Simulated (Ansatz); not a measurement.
## What spin–orbit coupling does to the bands of As

```yaml
crystal:
  lattice:
    - [1.87741, 1.08392, 3.70434]
    - [-1.87741, 1.08392, 3.70434]
    - [0.00000, -2.16785, 3.70434]
  atoms:
    - { symbol: As, position: [0.22443, 0.22443, 0.22443] }
    - { symbol: As, position: [0.77557, 0.77557, 0.77557] }
```

Atoms are numbered in the order listed.

The cell is the one relaxed in the Materials Project (mp-11), not relaxed further here; entries there can be hypothetical.

All numbers are computed: DFT, PBEsol, all-electron LAPW, scalar-relativistic (Ansatz 0.2.0); DFT, PBEsol, all-electron LAPW, Dirac equation with spin-orbit coupling (Ansatz 0.2.0).

Numerical set-up: a Γ-centred 12×12×12 k mesh, Fermi–Dirac smearing of 0.05 eV, basis error target 0.5 meV/atom, no spin polarisation.

Levels between -6 and 4 eV, each run counted from its own valence-band top where it has a gap, else its Fermi level. Scalar levels are listed once for both spins; with the coupling every spinor state is counted. Levels near the edges of the range can cross them.

(1) At Γ (0.000, 0.000, 0.000) the scalar-relativistic levels are -2.76, -1.93 (×2), 1.31, 2.63 (×2). What are they with spin–orbit coupling?

(2) At T (0.500, 0.500, 0.500) the scalar-relativistic levels are -1.73 (×2), -0.61, 0.99 (×2), 1.73. What are they with spin–orbit coupling?

Results:

(1) -2.79 (×2), -2.02 (×2), -1.80 (×2), 1.30 (×2), 2.53 (×2), 2.76 (×2).

(2) -1.85 (×2), -1.60 (×2), -0.61 (×2), 0.90 (×2), 1.10 (×2), 1.74 (×2).
